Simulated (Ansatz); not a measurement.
# Response of InAg$_{3}$ to small distortions

```
In Ag
1.0
     4.14400    0.00000    0.00000
     0.00000    4.14400    0.00000
     0.00000    0.00000    4.14400
In Ag
1 3
Direct
  0.00000 0.00000 0.00000
  0.00000 0.50000 0.50000
  0.50000 0.00000 0.50000
  0.50000 0.50000 0.00000
```

Atom numbers follow the list: In1, Ag2, Ag3, Ag4.

Conventional cell: a = 4.144 Å, b = 4.144 Å, c = 4.144 Å, α = 90.00°, β = 90.00°, γ = 90.00°. In (atom 1) is surrounded by 12 Ag at 2.93 Å. Ag (atom 2) is surrounded by 4 In at 2.93 Å and 8 Ag at 2.93 Å.

The cell is COD entry 1510013, as deposited and not checked against the literature; nothing was relaxed.

Spin–orbit coupling is left out, though it moves levels of the heavy atoms by tenths of an eV or more.

These are results of Ansatz 0.2.0, DFT, PBEsol, all-electron LAPW, scalar-relativistic, not measurements.

The runs use a Γ-centred 9×9×9 k mesh, Fermi–Dirac smearing of 0.05 eV, basis error target 0.5 meV/atom, no spin polarisation.

The unchanged cell is at -0.30 GPa.

In a metal, stresses and small energies carry noise from the k mesh.

x, y and z are the Cartesian axes of the cell as listed; fractional coordinates follow a strain, and an engineering shear is twice the off-diagonal strain component.

**Question.** One change gave: energy change under 1 meV/atom; stress change (xx, yy, zz, yz, xz, xy) 0.03, 0.03, 0.03, -0.20, -0.20, -0.20 GPa, compression positive. Which change was it?
A. equal xy, yz and zx engineering shear strains of -2 %
B. equal xy, yz and zx engineering shear strains of -1 %
C. equal xy, yz and zx engineering shear strains of +2 %
D. equal xy, yz and zx engineering shear strains of +1 %

**Answer.** D. For equal xy, yz and zx engineering shear strains of -2 %: energy change +2 meV/atom; stress change (xx, yy, zz, yz, xz, xy) 0.14, 0.14, 0.14, 0.54, 0.54, 0.54 GPa, compression positive. For equal xy, yz and zx engineering shear strains of -1 %: energy change under 1 meV/atom; stress change (xx, yy, zz, yz, xz, xy) 0.03, 0.03, 0.03, 0.20, 0.20, 0.20 GPa, compression positive. For equal xy, yz and zx engineering shear strains of +2 %: energy change +2 meV/atom; stress change (xx, yy, zz, yz, xz, xy) 0.15, 0.15, 0.15, -0.56, -0.56, -0.56 GPa, compression positive.
